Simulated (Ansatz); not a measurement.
As:
```
As
1.0
    2.70253     0.00000     0.00000
    0.00000     2.70253     0.00000
    0.00000     0.00000     2.70253
As
1
Direct
  0.50000   0.50000   0.50000
```

This is the r²SCAN-relaxed structure.

**Question.** All from the program Ansatz at the r²SCAN level (PAW), unless another level is named. Give the electronic character.

**Answer.** metallic (no gap).

**Question.** Predict the density of states at the Fermi level.

**Answer.** 0.40 states/eV per atom (mean over ±0.08 eV).

**Question.** What about the gap with spin–orbit coupling?

**Answer.** none (metallic).

Space group Pm-3m. The workflow started from a Materials Project entry (that database holds measured and hypothetical structures alike); the Crystallography Open Database copy checked does not list it. It is not the phase usual at ambient conditions (space group No. 166). Symmetry was held in the r²SCAN relaxation; whether a distortion lowers the energy is not shown. Spin–orbit coupling is left out wherever it is not named.

Potentials: the later of the program's two PAW sets.
